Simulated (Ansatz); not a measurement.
The bulk modulus of SiNi2 from a series of volumes

Reference cell: a COD entry whose atoms were relaxed with PBE, the cell held.

Space group Pnma (No. 62); a = 4.9900, b = 3.7200, c = 7.0600 Å.

```csv
site,Wyckoff,site symmetry,x,y,z
Si,4c,.m.,0.2888,0.2500,0.3858
Ni5,4c,.m.,0.9588,0.2500,0.7948
Ni9,4c,.m.,0.3298,0.2500,0.0603
```

One atom of each set is listed.

Method: Kohn–Sham DFT in Ansatz, PBE, plane waves and PAW, scalar-relativistic, collinear spin, 420 eV cutoff, Γ-centred 9×12×6 k-points, Fermi–Dirac smearing 0.05 eV. Start moments as typed (μB): 1.5 on each Ni, none on the rest.

The cell is scaled uniformly, and the ions relax again at each size.

| V/V₀ | pressure (GPa) |
| --- | --- |
| 0.94 | ? |
| 0.96 | 11.5 |
| 0.98 | 6.6 |
| 1.00 | 2.2 |
| 1.02 | -1.7 |
| 1.04 | -5.2 |
| 1.06 | -8.3 |

**Question.** Estimate the row at V/V₀ = 0.94, the equilibrium volume and the bulk modulus.

**Answer.** pressure (GPa): 17.0. Worked: a parabola in ln(V/V₀) through the other 6 rows gives 16.9 GPa there. It crosses zero pressure at V/V₀ = 1.011, the equilibrium volume of this functional, where the bulk modulus is B = −dP/d ln V = 198 GPa. The shape of the cell is held, so in this non-cubic crystal both values are those of uniform scaling, and B is an upper bound to the hydrostatic one.

The start moments die out, and the run ends without spin.
